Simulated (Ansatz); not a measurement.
How the vibrations of CoO change with volume

Theory: Ansatz, DFT LDA, scalar-relativistic, plane waves, PAW. Settings: 420 eV plane-wave cutoff, Γ-centred 18×18×8 mesh, Gaussian smearing of 0.20 eV. Collinear spin, site moments -1.6, 1.6, 0.1, -0.1 μB. Phonons by linear response, acoustic sum rule imposed.

Relaxed structure:
```cif
data_structure
_symmetry_space_group_name_H-M 'P6_3mc'
_symmetry_Int_Tables_number 186
_cell_length_a 2.6535
_cell_length_b 2.6535
_cell_length_c 5.9037
_cell_angle_alpha 90.000
_cell_angle_beta 90.000
_cell_angle_gamma 120.000
_cell_volume 36.00
loop_
_atom_site_label
_atom_site_type_symbol
_atom_site_symmetry_multiplicity
_atom_site_Wyckoff_symbol
_atom_site_fract_x
_atom_site_fract_y
_atom_site_fract_z
_atom_site_occupancy
Co1 Co 2 b 0.33333 0.66667 0.03361 1
O1 O 2 b 0.33333 0.66667 0.34139 1
```

In a metal, frequencies depend on the k mesh and the smearing, soft modes most. A semilocal functional can close a gap that the real compound has.

Cells at 0.98 and 1.02 times the equilibrium volume were relaxed in shape and atoms; γ = −d ln ν / d ln V, modes matched by rank.

(1) Give the optical frequencies at Γ (cm⁻¹) at the three volumes and the mode Grüneisen parameters.

(2) What pressures hold the two strained cells, and what bulk modulus follows?

Answers

(1)
| 0.98 V | V | 1.02 V | γ | degeneracy |
| --- | --- | --- | --- | --- |
| 143 | 141 | 138 | 0.94 | 2 |
| 324 | 314 | 304 | 1.62 | 2 |
| 381 | 374 | 367 | 0.94 | 1 |
| 427 | 418 | 408 | 1.17 | 2 |
| 601 | 590 | 579 | 0.93 | 1 |
| 606 | 598 | 590 | 0.68 | 1 |

(2) 3.85 GPa at 0.98 V and -3.36 GPa at 1.02 V, so B = −dP/d ln V ≈ 180 GPa.

This wurtzite form isn't the usual stable structure of the compound.